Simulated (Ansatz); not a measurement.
**Pressure against volume: Sb**

```cif
data_structure
_symmetry_space_group_name_H-M 'P 1'
_symmetry_Int_Tables_number 1
_cell_length_a 3.2681
_cell_length_b 3.2681
_cell_length_c 3.2681
_cell_angle_alpha 125.160
_cell_angle_beta 125.160
_cell_angle_gamma 81.274
_cell_volume 22.47
loop_
_atom_site_label
_atom_site_type_symbol
_atom_site_fract_x
_atom_site_fract_y
_atom_site_fract_z
_atom_site_occupancy
Sb1 Sb 0.00000 0.00000 0.00000 1
```

The runs use the primitive cell with vectors (-1.505, 1.505, 2.480), (1.505, -1.505, 2.480), (1.505, 1.505, -2.480) Å, to which the k mesh refers.

The conventional cell has a = 3.010 Å, b = 3.010 Å, c = 4.960 Å, α = 90.00°, β = 90.00°, γ = 90.00°. Sb (atom 1) has 12 Sb at 3.01 to 3.27 Å as nearest neighbours.

The cell comes from COD entry 9013010, which wasn't checked; take it as a given geometry.

No spin–orbit coupling, which matters for the heavy atoms here.

Methods: DFT, PBEsol, all-electron LAPW, scalar-relativistic (Ansatz 0.2.0); DFT, PBEsol, PAW with Ansatz's default frozen-core files, scalar-relativistic (Ansatz 0.2.0).

For LAPW: a Γ-centred 19×19×19 k mesh, Fermi–Dirac smearing of 0.05 eV, basis error target 0.25 meV/atom, no spin polarisation. PAW takes a cutoff of 420 eV at this cell (files made with PBE, cores remade for this functional). The Ansatz runs share mesh, smearing and spin set-up. Plane-wave (PAW) pressures include the program's estimate of the Pulay term.

The cell above is scaled evenly, with fractional coordinates and shape held.

```json
{"V/V(cell)": "0.9400", "V (Å³/atom)": "21.121", "P, LAPW (GPa)": "24.29", "P, PAW (GPa)": "24.27", "free energy over the lowest listed, PAW (meV/atom)": "261.2"}
{"V/V(cell)": "0.9500", "V (Å³/atom)": "21.346", "P, LAPW (GPa)": "22.56", "P, PAW (GPa)": "22.54", "free energy over the lowest listed, PAW (meV/atom)": "228.4"}
{"V/V(cell)": "0.9600", "V (Å³/atom)": "21.570", "P, LAPW (GPa)": "20.92", "P, PAW (GPa)": "20.90", "free energy over the lowest listed, PAW (meV/atom)": "198.0"}
{"V/V(cell)": "0.9750", "V (Å³/atom)": "21.907", "P, LAPW (GPa)": "18.61", "P, PAW (GPa)": "18.60", "free energy over the lowest listed, PAW (meV/atom)": "156.4"}
{"V/V(cell)": "0.9800", "V (Å³/atom)": "22.020", "P, LAPW (GPa)": "17.88", "P, PAW (GPa)": "17.86", "free energy over the lowest listed, PAW (meV/atom)": "143.7"}
{"V/V(cell)": "0.9900", "V (Å³/atom)": "22.244", "P, LAPW (GPa)": "16.47", "P, PAW (GPa)": "16.46", "free energy over the lowest listed, PAW (meV/atom)": "119.6"}
{"V/V(cell)": "1.0000", "V (Å³/atom)": "22.469", "P, LAPW (GPa)": "15.13", "P, PAW (GPa)": "15.12", "free energy over the lowest listed, PAW (meV/atom)": "97.5"}
{"V/V(cell)": "1.0100", "V (Å³/atom)": "22.694", "P, LAPW (GPa)": "?", "P, PAW (GPa)": "?", "free energy over the lowest listed, PAW (meV/atom)": "?"}
{"V/V(cell)": "1.0200", "V (Å³/atom)": "22.918", "P, LAPW (GPa)": "12.65", "P, PAW (GPa)": "12.64", "free energy over the lowest listed, PAW (meV/atom)": "58.6"}
{"V/V(cell)": "1.0250", "V (Å³/atom)": "23.031", "P, LAPW (GPa)": "12.07", "P, PAW (GPa)": "12.06", "free energy over the lowest listed, PAW (meV/atom)": "49.9"}
{"V/V(cell)": "1.0400", "V (Å³/atom)": "23.368", "P, LAPW (GPa)": "10.42", "P, PAW (GPa)": "10.41", "free energy over the lowest listed, PAW (meV/atom)": "26.3"}
{"V/V(cell)": "1.0500", "V (Å³/atom)": "23.593", "P, LAPW (GPa)": "9.39", "P, PAW (GPa)": "9.38", "free energy over the lowest listed, PAW (meV/atom)": "12.5"}
{"V/V(cell)": "1.0600", "V (Å³/atom)": "23.817", "P, LAPW (GPa)": "8.42", "P, PAW (GPa)": "8.40", "free energy over the lowest listed, PAW (meV/atom)": "0.0"}
```

(1) Fill in the row V/V(cell) = 1.0100.

Answers

(1) P, LAPW (GPa) = 13.86, P, PAW (GPa) = 13.84, free energy over the lowest listed, PAW (meV/atom) = 77.2.
